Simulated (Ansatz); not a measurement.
Os (hcp, Mg type)

```xyz
2
Lattice="2.7549 0.0000 0.0000 -1.3774 2.3858 0.0000 0.0000 0.0000 4.3444" Properties=species:S:1:pos:R:3 pbc="T T T"
Os     0.0000     1.5905     3.2583
Os     1.3774     0.7953     1.0861
```

The slice is a (1 -1 0 0) plane (indices of the conventional cell) through the point (0.667, 0.333, 0.250) (fractional), spanned by u = [110] and v = [001] in vectors of this cell: u (2.75 Å) and v (4.34 Å, at 90° to u). It covers one period; positions are fractions (u, v).

The numbers are results of PBE (plane waves to 420 eV, PAW, scalar-relativistic; Ansatz, a program for electronic structure), not measurements. k mesh 19×19×11. Inside the PAW spheres the values are not all-electron values, and peaks at nuclei hang on which shells count as valence. Os is run without spin polarisation. Os was relaxed with its symmetry unable to fall. Spin-orbit coupling is left out, though Os is heavy. The PAW data are Ansatz's earlier set.

Problem. What is the valence density on the shortest Os–Os line in this plane (2.75 Å), at its midpoint?

Solution. 0.43 e/Å³.

Problem. What is the ELF at the midpoint of the shortest Os–Os line in this plane (2.75 Å)?

Solution. 0.4.

Problem. Sketch the valence electron density on this plane as a map.

Solution. 
```
|999999886633110000113366889999|
|999988775522110000112255778899|
|888877553311000000001133557788|
|666655332211000000001122335566|
|333322221100000000000011222233|
|111111110000000000000000111111|
|000000000000000000000000000000|
|000000000011111111111100000000|
|000000001111222222221111000000|
|000000111122334444332211110000|
|000000112233445555443322110000|
|000000112233445555443322110000|
|000000112233445555443322110000|
|000000111122334444332211110000|
|000000001111222222221111000000|
|000000000011111111111100000000|
|000000000000000000000000000000|
|111111110000000000000000111111|
|333322221100000000000011222233|
|666655332211000000001122335566|
|888877553311000000001133557788|
|999988775522110000112255778899|
|999999886633110000113366889999|
|999999886633110000113366889999|
```
Scale: ten equal steps from -0.49 (start of '0') to 0.94 (end of '9'), in the order '0123456789'. Values: log₁₀ of the valence density in e/Å³. The map has 15 points along u (two characters each, u = 0 at the left) and 24 along v (v = 0 in the bottom row). The scale is logarithmic, as a density can span decades between atoms and voids.
